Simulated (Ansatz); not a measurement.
A relaxed cell of MnCu5 is given with its symmetry left out. The cell was found from a structure generator's guess, not taken from experiment.

Computed with DFT PBE, scalar-relativistic, plane waves, PAW in Ansatz 0.2.0. Cutoff 420 eV, Γ-centred mesh, Gaussian smearing, collinear spin.

```
Mn Cu
1.0
     2.63913    0.00000    0.00000
     0.00000    2.63913    0.00000
     0.00000    0.00000   10.61923
Mn Cu
1 5
Direct
  0.50000 0.50000 0.50000
  0.00000 0.00000 0.00000
  0.50000 0.50000 0.16332
  0.00000 0.00000 0.32812
  0.00000 0.00000 0.67188
  0.50000 0.50000 0.83668
```

Formation energies are uncorrected and refer to the elements' standard structures at the same level.

Task: Find its symmetry and describe it.

Result: P4/mmm (No. 123), with Mn and Cu ordered on fcc sites. Conventional cell: a = 2.639 Å, c = 10.619 Å. Mn has 8 Cu at 2.61 Å and 4 Mn at 2.64 Å; Cu on a site of symmetry 4/mmm is surrounded by 12 Cu at 2.55–2.64 Å; Cu on a site of symmetry 4mm is surrounded by 12 Cu at 2.55–2.64 Å; Cu on a second site of symmetry 4mm is surrounded by 8 Cu at 2.56–2.64 Å and 4 Mn at 2.61 Å.

Task: What is its formation energy per atom?

Result: +0.08 eV/atom. The separate elements lie lower, so it is unstable against them.

Task: Is it a metal?

Result: Yes, bands cross the Fermi level on the 14×14×4 mesh.

Task: Which magnetic moments does it keep?

Result: 0.60 μB per atom net, the space between the atoms included; by site: Mn 3.4 μB.

The last run used collinear spin, a 14×14×4 mesh (in the run's order of axes) for its 6-atom cell and Gaussian smearing of 0.10 eV. Another magnetic order may lie lower. A later test with randomly moved atoms came back to the same energy, though modes that don't fit the test's cell weren't probed.
